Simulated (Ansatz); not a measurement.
## Compressing TiMo: a fit and a missing row

TiMo, Cmmm, a = 3.185 Å, b = 4.660 Å, c = 4.260 Å. The structure is a Materials Project entry; whether it is the stable form wasn't checked. Ansatz: r2SCAN, PAW, 500 eV, Γ-centred 16×16×10 mesh on 2 atoms, Gaussian smearing 0.10 eV; no spin polarisation. Shape and atoms are relaxed at each volume; pressure is positive in compression.

```tsv
V (Å³/atom)	P (GPa)
14.859	12.74
15.333	?
15.808	0.01
16.282	-5.11
16.756	-9.54
```

Question: Take V0 = 15.808 Å³/atom, count pressures from its P0 = 0.01 GPa, fit the third-order Birch–Murnaghan form to the other rows, and predict the missing pressure.

Answer: With the Eulerian strain f = ½[(V0/V)^(2/3) − 1] and y = (P − P0)/[3f(1 + 2f)^(5/2)], the form is the line y = B0 + 1.5 B0 (B0′ − 4) f. Rows (f, y): 0.02107, 181.6; -0.00975, 183.9; -0.01904, 184.2. Means f = -0.002573, y = 183.23; Σ(Δf)² = 0.0008817, ΣΔfΔy = -0.05932; the slope is their ratio. y = 183.1 − 67.28 f GPa, so B0 = 183.1 GPa and B0′ = 4 + 2 × (-67.28)/(3 × 183.1) = 3.76. At V = 15.333, f = 0.01027, y = 182.41 and P = 5.92 GPa. The run gave 5.92 GPa, the same to the digits shown.